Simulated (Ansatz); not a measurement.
Si2Mo:
```xyz
3
Lattice="-1.6084 1.6084 3.9365 1.6084 -1.6084 3.9365 1.6084 1.6084 -3.9365" Properties=species:S:1:pos:R:3 pbc="T T T"
Mo     0.0000     0.0000     0.0000
Si     0.0000     0.0000     2.6382
Si     0.0000     0.0000     5.2348
```

Relaxed with PBE. Special points in fractions of this cell's reciprocal vectors: Γ (0.000, 0.000, 0.000); X (0.000, 0.000, 0.500); P (0.250, 0.250, 0.250); N (0.000, 0.500, 0.000); M (0.500, 0.500, -0.500); S (0.292, 0.708, -0.292); S0 (-0.292, 0.292, 0.292); R (-0.083, 0.083, 0.500); G (0.500, 0.500, -0.083).

Problem. List the band energies nearest the Fermi level at these points for PBE (plane waves, PAW; program Ansatz).

Solution. In eV from the Fermi level; about four levels below and three above (degenerate sets whole), none deeper than 8.9 eV; points with the same levels are listed once.

```tsv
k	below	above
Γ	-3.42 -2.99 -2.58 -2.58	0.35 3.07 3.24
X	-5.20 -4.39 -3.00 -1.22	2.26 2.67 3.10
P	-6.14 -2.71 -2.06 -2.06	0.27 2.26 3.99 3.99
N	-4.46 -2.55 -2.52 -0.49	2.21 3.08 3.96
M	-0.57 -0.57 -0.48 -0.48	0.49 4.69 4.99
S	-2.74 -2.46 -2.24 -0.40	1.51 3.01 3.62
R	-4.39 -3.80 -2.87 -1.79	1.75 2.01 2.55
```

Space group I4/mmm (MoSi2 or CaC2 type). The PBE relaxation kept the symmetry of its start. The run is not spin-polarised. Scalar-relativistic: spin–orbit coupling is off unless named, which matters more the heavier the elements.

Potentials: the later of the program's two PAW sets.
